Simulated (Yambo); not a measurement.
Yambo run on a free-standing CaO2H2 monolayer (symmetry P-3m1, slab cell 17.5 Å high). The wavefunctions are PBEsol (pw.x of Quantum ESPRESSO, ONCV potentials, no spin-orbit coupling) ones on a 6×6×1 mesh (12 occupied bands); a = 3.572 Å, b = 3.572 Å, c = 17.500 Å, α = 90.00°, β = 90.00°, γ = 120.00°.

Yambo input:

```
rim_cut
HF_and_locXC
RandQpts= 1000000
RandGvec= 2 Ry
CUTGeo= "slab z"
EXXRLvcs= 84 Ry
VXCRLvcs= 336 Ry
% QPkrange
 1 | 1 | 12 | 13 |
 4 | 4 | 12 | 13 |
 7 | 7 | 12 | 13 |
%
```

k points by index: 1 = Γ, 4 = M, 7 = K.

The o-*.hf file then holds:

```
#    K-point    Band    Eo [eV]    Ehf [eV]    Vxc [eV]    Vnlxc [eV]
#
    1    12    0.000000    -6.092540    -19.23875    -25.33129
    1    13    3.747513    6.316405    -4.649698    -2.080807
    4    12    -0.409276    -6.637932    -18.72186    -24.95052
    4    13    6.604479    12.57052    -11.75422    -5.788175
    7    12    -0.400375    -6.590185    -18.36004    -24.54985
    7    13    7.440678    13.17267    -11.08151    -5.349518
```
Exchange alone, without screening.

Geometry relaxed with PBEsol.

This is a model layer cut from the bulk structure; whether it is stable on its own was not checked.
